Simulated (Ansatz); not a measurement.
A relaxed structure of Cu is spoiled in several ways and relaxed again each time (squeezed and stretched starts keep its symmetry, which their runs cannot lower; pressure is positive under compression). Calculation: r2SCAN (plane waves to 500 eV, PAW, scalar-relativistic; Ansatz, an electronic-structure program).

Space group Fm-3m (No. 225); a = b = c = 3.5768 Å, α = β = γ = 90.00°

```
atom  site  symmetry       x       y       z
----  ----  --------  ------  ------  ------
Cu      4a      m-3m  0.0000  0.0000  0.0000
```
(The calculation used a cell of 1 atom; values per cell refer to that cell.)

```tsv
change	first pressure (GPa)	largest first force (eV/Å)	released (eV/atom)	moves	outcome	final group	E − E(parent) (eV/atom)
stretched uniformly to 115 % of its volume	___	0.00	___	6	___	___	___
deformed by the Cartesian strain tensor (xx, yy, zz, yz, xz, xy) = (0.191, -0.030, 0.046, 0.159, -0.052, 0.102)	0.4	0.00	0.58	17	___	___	___
```

Question: Complete the blanks.

Answer: 
- stretched uniformly to 115 % of its volume, first pressure (GPa): -16.0
- stretched uniformly to 115 % of its volume, released (eV/atom): 0.10
- stretched uniformly to 115 % of its volume, outcome: returns to the parent
- stretched uniformly to 115 % of its volume, final group: Fm-3m
- stretched uniformly to 115 % of its volume, E − E(parent) (eV/atom): 0.00
- deformed by the Cartesian strain tensor (xx, yy, zz, yz, xz, xy) = (0.191, -0.030, 0.046, 0.159, -0.052, 0.102), outcome: returns to the parent
- deformed by the Cartesian strain tensor (xx, yy, zz, yz, xz, xy) = (0.191, -0.030, 0.046, 0.159, -0.052, 0.102), final group: Fm-3m
- deformed by the Cartesian strain tensor (xx, yy, zz, yz, xz, xy) = (0.191, -0.030, 0.046, 0.159, -0.052, 0.102), E − E(parent) (eV/atom): 0.00

First-step values come from each run's starting, coarser k-mesh (15×15×15, 14×18×15). The runs use different k-meshes, so differences are rounded accordingly. No spin polarisation in the result.
